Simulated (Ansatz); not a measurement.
A generated cell, not matched to a known phase here, of YNi: Fm-3m (No. 225), cF8, rock salt type; a = 5.531 Å, b = 5.531 Å, c = 5.531 Å, α = 90.00°, β = 90.00°, γ = 90.00°; Ni 4a (0.000, 0.000, 0.000); Y 4b (0.500, 0.500, 0.500). Level of theory: r2SCAN (plane waves to 500 eV, PAW, scalar-relativistic; Ansatz, a first-principles code). Element references, the lowest calculated here: Ni (Fm-3m, ferromagnetic), Y (P6₃/mmc).

Predict the formation energy of this Fm-3m form of YNi from the elements from r2SCAN.

-0.12 eV/atom.

A lower structure of this composition may exist.

Static energies, no anion corrections, no zero-point energy. Values are rounded to 0.01 eV/atom. Not shown to be the ambient phase of their composition (a lower form may be missing, and a cell relaxed within its start's symmetry can be a saddle point): YNi (Fm-3m). The compounds carry no spin polarisation. A magnetic state may lie lower.
